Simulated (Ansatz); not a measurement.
KBr (rock salt)

```
CELL_PARAMETERS angstrom
      0.00000     3.30442     3.30442
      3.30442     0.00000     3.30442
      3.30442     3.30442     0.00000
ATOMIC_POSITIONS crystal
  K  0.00000 0.00000 0.00000
  Br 0.50000 0.50000 0.50000
```

The slice is a {110} plane (indices of the conventional cell) through the point (0.000, 0.000, 0.000) (fractional), spanned by u = [100] and v = [1 -1 -1] in vectors of this cell: u (4.67 Å) and v (6.61 Å, at 90° to u). It covers one period; positions are fractions (u, v).

Method: r2SCAN (plane waves to 500 eV, PAW, scalar-relativistic; Ansatz, a first-principles code). k mesh 9×9×9. These are valence fields of a PAW run, semicore shells included where kept as valence: close to a nucleus they are smooth pseudo fields. KBr was relaxed with its symmetry unable to fall.

Question: What is the valence density on the shortest K–Br line in this plane (3.30 Å), at its minimum between the atoms?

Answer: 0.07 e/Å³.

Question: What is the ELF at the density minimum of the shortest K–Br line in this plane (3.30 Å)?

Answer: 0.0.

Question: Predict the map of the electrostatic potential energy of an electron, from the cell's mean on the slice.

Answer: 
```
|xxxxxxxx  ++##%%@@@@%%##++  xxxxxx|
|xxxxxxxx::**%%@@@@@@@@%%**::xxxxxx|
|xxxxxx..++##%%@@@@@@@@%%##++..xxxx|
|  ..--++**%%%%@@@@@@@@%%%%**++--..|
|++++**##%%%%@@@@@@@@@@@@%%%%##**++|
|####%%%%@@@@@@@@@@@@@@@@@@@@%%%%##|
|####%%@@@@@@@@@@@@@@@@@@@@@@@@%%##|
|::--++%%@@@@@@@@@@@@@@@@@@@@%%++--|
|xxxxxx==%%@@@@@@@@@@@@@@@@%%==xxxx|
|xxxxxxxx**@@@@@@@@@@@@@@@@**xxxxxx|
|xxxxxxxx--%%@@@@@@@@@@@@%%--xxxxxx|
|xxxxxxxx--%%@@@@@@@@@@@@%%--xxxxxx|
|xxxxxxxx--%%@@@@@@@@@@@@%%--xxxxxx|
|xxxxxxxx**@@@@@@@@@@@@@@@@**xxxxxx|
|xxxxxx==%%@@@@@@@@@@@@@@@@%%==xxxx|
|::--++%%@@@@@@@@@@@@@@@@@@@@%%++--|
|####%%@@@@@@@@@@@@@@@@@@@@@@@@%%##|
|####%%%%@@@@@@@@@@@@@@@@@@@@%%%%##|
|++++**##%%%%@@@@@@@@@@@@%%%%##**++|
|  ..--++**%%%%@@@@@@@@%%%%**++--..|
|xxxxxx..++##%%@@@@@@@@%%##++..xxxx|
|xxxxxxxx::**%%@@@@@@@@%%**::xxxxxx|
|xxxxxxxx  ++##%%@@@@%%##++  xxxxxx|
|xxxxxxxx  ++##%%@@@@%%##++  xxxxxx|
```
Scale: ten equal steps from -2.31 (start of ' ') to 5.31 (end of '@'), in the order ' .:-=+*#%@'. Values: electrostatic potential energy of an electron, from the cell's mean, in eV. The map has 17 points along u (two characters each, u = 0 at the left) and 24 along v (v = 0 in the bottom row). Points within 1 Å of a nucleus are blanked (x), as the pseudised field means little there. The zero, the cell's mean, hangs on the PAW cores.
